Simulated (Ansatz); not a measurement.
Li2HfN2:
```
CELL_PARAMETERS angstrom
      3.24405     0.00000     0.00000
     -1.62203     2.80943     0.00000
      0.00000     0.00000     5.42318
ATOMIC_POSITIONS crystal
  Li 0.66667 0.33333 0.38340
  Li 0.33333 0.66667 0.61660
  Hf 0.00000 0.00000 0.00000
  N  0.66667 0.33333 0.77843
  N  0.33333 0.66667 0.22157
```

Relaxed with r²SCAN. Special points in fractions of this cell's reciprocal vectors: Γ (0.000, 0.000, 0.000); M (0.500, 0.000, 0.000); K (0.333, 0.333, 0.000); A (0.000, 0.000, 0.500); L (0.500, 0.000, 0.500); H (0.333, 0.333, 0.500).

Problem. List the band energies nearest the valence-band maximum at these points for plane-wave PAW r²SCAN with spin–orbit coupling (Ansatz code).

Solution. In eV from the valence-band maximum; about four levels below and three above (degenerate sets whole), none deeper than 8.9 eV; points with the same levels are listed once.

```json
[
 {"k": "Γ", "below": "-0.08 -0.08 0.00 0.00", "above": "3.79 3.79 3.85 3.85"},
 {"k": "M", "below": "-1.51 -1.51 -1.25 -1.25", "above": "2.37 2.37 6.14 6.14"},
 {"k": "K", "below": "-2.30 -2.30 -1.46 -1.46", "above": "3.83 3.83 5.34 5.34"},
 {"k": "A", "below": "-0.27 -0.27 -0.20 -0.20", "above": "3.75 3.75 3.75 3.75"},
 {"k": "L", "below": "-1.02 -1.02 -0.82 -0.82", "above": "2.23 2.23 5.11 5.11"},
 {"k": "H", "below": "-2.13 -2.13 -2.12 -2.12", "above": "4.55 4.55 4.91 4.91"}
]
```

Space group P-3m1. The workflow started from a Materials Project entry (that database holds measured and hypothetical structures alike); the Crystallography Open Database copy checked does not list it. Its standing as an ambient phase is unchecked. Symmetry was held in the r²SCAN relaxation; whether a distortion lowers the energy is not shown. The run is not spin-polarised.

Potentials: the later of the program's two PAW sets.
